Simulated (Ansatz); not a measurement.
The relaxed structure here is a generated cell of Ge2Bi2O7: the first start was made by placing the elements on the sites of a structure type, and the end was not matched to a known phase here, so it may be hypothetical.

A structure of Ge2Bi2O7 relaxed with r2SCAN (plane waves to 500 eV, PAW, scalar-relativistic; Ansatz, a quantum-chemistry and plane-wave program); single points at other levels follow on the same geometry (Ansatz, PAW; HSE06 at 420 eV on a 4×4×4 k-mesh; no spin-orbit coupling). Space group Fd-3m (No. 227).

Space group Fd-3m, origin choice 1 (No. 227); a = 10.1591 Å, b = 10.1591 Å, c = 10.1591 Å, α = 90.00°, β = 90.00°, γ = 90.00°

| atom | site | symmetry | x | y | z |
|---|---|---|---|---|---|
| Bi | 16d | .-3m | 0.6250 | 0.6250 | 0.6250 |
| Ge | 16c | .-3m | 0.1250 | 0.1250 | 0.1250 |
| O | 48f | 2.mm | 0.0000 | 0.0000 | 0.1959 |
| O | 8b | -43m | 0.5000 | 0.5000 | 0.5000 |
(The calculation used a cell of 22 atoms; values per cell refer to that cell.)

```json
[
 {"level": "r2SCAN", "gap (eV)": "2.91", "kind": "indirect", "conduction minimum": "Γ"},
 {"level": "HSE06", "gap (eV)": "___", "kind": "–", "conduction minimum": "___"}
]
```

Q: Complete the blanks.

A: 
- HSE06, gap (eV): 3.77
- HSE06, conduction minimum: Γ

HSE06 gaps come from a coarse mesh plus a few chosen points, so they may be too large. For this cell size the semilocal gaps come from the SCF mesh and high-symmetry points. No spin polarisation in the result.

The run could not lose the symmetry of its start: the end is stationary, and may be a saddle point rather than a minimum.
